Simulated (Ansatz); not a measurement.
**Lattice vibrations of Zr3TiSi8 at Γ**

These are results of DFT PBE, scalar-relativistic, plane waves, PAW (Ansatz 0.2.0), not measurements. Cutoff 420 eV, 8×8×6 k-points (Γ-centred), Fermi-Dirac smearing of 0.15 eV. No spin polarisation. Phonons by linear response, acoustic sum rule imposed.

The cell, relaxed at this level:
```
Zr Ti Si
1.0
     2.52199   -4.45091    0.00000
     2.52199    4.45091    0.00000
     0.00000    0.00000    8.60671
Zr Ti Si
3 1 8
Direct
  0.00000 0.50000 0.24795
  0.50000 0.00000 0.75205
  0.50000 0.50000 0.50000
  0.00000 0.00000 0.00000
  0.00000 0.50000 0.59563
  0.50000 0.00000 0.09026
  0.00000 0.50000 0.90974
  0.50000 0.00000 0.40437
  0.50000 0.50000 0.84837
  0.00000 0.00000 0.33938
  0.50000 0.50000 0.15163
  0.00000 0.00000 0.66062
```

The cell was found from a structure generator's guess, not taken from experiment. In a metal, frequencies depend on the k mesh and the smearing, soft modes most.

Optical modes at Γ:
```csv
frequency (meV),degeneracy
14.4,1
15.7,1
16.6,1
18.4,1
20.1,1
20.7,1
21.0,1
21.5,1
22.4,1
22.7,1
23.7,1
24.1,1
24.1,1
24.2,1
24.7,1
26.4,1
27.8,1
29.7,1
30.0,1
31.5,1
31.7,1
31.8,1
32.6,1
33.4,1
36.4,1
36.7,1
39.5,1
42.0,1
43.3,1
43.5,1
44.9,1
45.8,1
47.1,1
```

All 33 optical modes at Γ are real: no displacement of atoms at fixed cell lowers the energy to second order. Strains and modes at other wave vectors aren't tested by this run.
